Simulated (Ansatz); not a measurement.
AlAs:
```cif
data_Al4As4
_chemical_formula_sum 'Al4 As4'
_space_group_name_H-M_alt 'F-43m'
_space_group_IT_number 216
_space_group_name_Hall 'F -4 2 3'
_cell_length_a 5.62884
_cell_length_b 5.62884
_cell_length_c 5.62884
_cell_angle_alpha 90.000
_cell_angle_beta 90.000
_cell_angle_gamma 90.000
loop_
_atom_site_label
_atom_site_type_symbol
_atom_site_symmetry_multiplicity
_atom_site_Wyckoff_symbol
_atom_site_fract_x
_atom_site_fract_y
_atom_site_fract_z
_atom_site_occupancy
Al1 Al 4 a 0.00000 0.00000 0.00000 1
As1 As 4 d 0.75000 0.75000 0.75000 1
```
(The calculation used a cell of 2 atoms; values per cell refer to that cell.)

Relaxed with LDA.

Q: Which orbitals make up the states near the band edges in plane-wave PAW LDA (Ansatz code)?

A: Top 1 eV of the valence band: As 4p 79 %, Al 3p 19 %. Bottom 1 eV of the conduction band: Al 3p 55 %, As 4s 16 %, Al 3s 9 %, As 4p 9 %, outside the projected shells 12 %. Projections are on Löwdin-orthogonalised atomic valence shells; empty p or d shells of many metals are not among them.

Q: Tabulate the density of states.

A: States/eV per cell of 2 atoms, in 0.25 eV bins, energy from the valence-band maximum.

```tsv
E (eV)	total	As 4p	Al 3p	Al 3s
-7.85	0.00	0.00	0.00	0.00
-7.60	0.00	0.00	0.00	0.00
-7.35	0.00	0.00	0.00	0.00
-7.10	0.00	0.00	0.00	0.00
-6.85	0.00	0.00	0.00	0.00
-6.60	0.00	0.00	0.00	0.00
-6.35	0.00	0.00	0.00	0.00
-6.10	0.00	0.00	0.00	0.00
-5.85	0.00	0.00	0.00	0.00
-5.60	0.16	0.09	0.03	0.04
-5.35	1.31	0.73	0.14	0.42
-5.10	2.71	1.48	0.20	0.95
-4.85	0.95	0.52	0.09	0.27
-4.60	0.62	0.34	0.06	0.16
-4.35	0.44	0.25	0.04	0.11
-4.10	0.36	0.20	0.03	0.08
-3.85	0.28	0.16	0.03	0.06
-3.60	0.32	0.18	0.05	0.05
-3.35	1.15	0.70	0.35	0.06
-3.10	1.11	0.68	0.33	0.07
-2.85	1.07	0.65	0.30	0.07
-2.60	1.16	0.71	0.34	0.07
-2.35	1.41	0.89	0.43	0.06
-2.10	1.75	1.13	0.53	0.06
-1.85	1.68	1.12	0.48	0.05
-1.60	1.60	1.10	0.43	0.04
-1.35	1.58	1.12	0.40	0.03
-1.10	1.55	1.15	0.36	0.02
-0.85	1.34	1.02	0.28	0.01
-0.60	0.79	0.62	0.14	0.01
-0.35	0.51	0.42	0.07	0.00
-0.10	0.17	0.15	0.02	0.00
0.15	0.00	0.00	0.00	0.00
0.40	0.00	0.00	0.00	0.00
0.65	0.00	0.00	0.00	0.00
0.90	0.00	0.00	0.00	0.00
1.15	0.00	0.00	0.00	0.00
1.40	0.03	0.00	0.02	0.00
1.65	0.14	0.01	0.09	0.01
1.90	0.25	0.02	0.14	0.02
2.15	0.39	0.04	0.20	0.04
2.40	0.68	0.09	0.29	0.12
2.65	1.05	0.16	0.40	0.23
2.90	1.55	0.25	0.57	0.35
3.15	1.95	0.34	0.71	0.44
3.40	1.50	0.31	0.52	0.33
3.65	1.20	0.29	0.38	0.24
3.90	0.70	0.17	0.19	0.15
4.15	0.72	0.15	0.24	0.15
4.40	1.76	0.30	0.86	0.18
4.65	2.14	0.37	1.07	0.19
4.90	1.43	0.26	0.71	0.12
5.15	1.29	0.24	0.66	0.09
5.40	1.42	0.26	0.71	0.07
5.65	1.71	0.32	0.74	0.11
5.90	1.26	0.24	0.53	0.10
6.15	1.29	0.26	0.54	0.11
```

Symmetry was held in the LDA relaxation. Spin–orbit coupling is left out wherever it is not named.

Potentials: the earlier of the program's two PAW sets. The files were generated under PBE; for other functionals the program regenerates the frozen cores, and for LDA and PBEsol the local potential too.
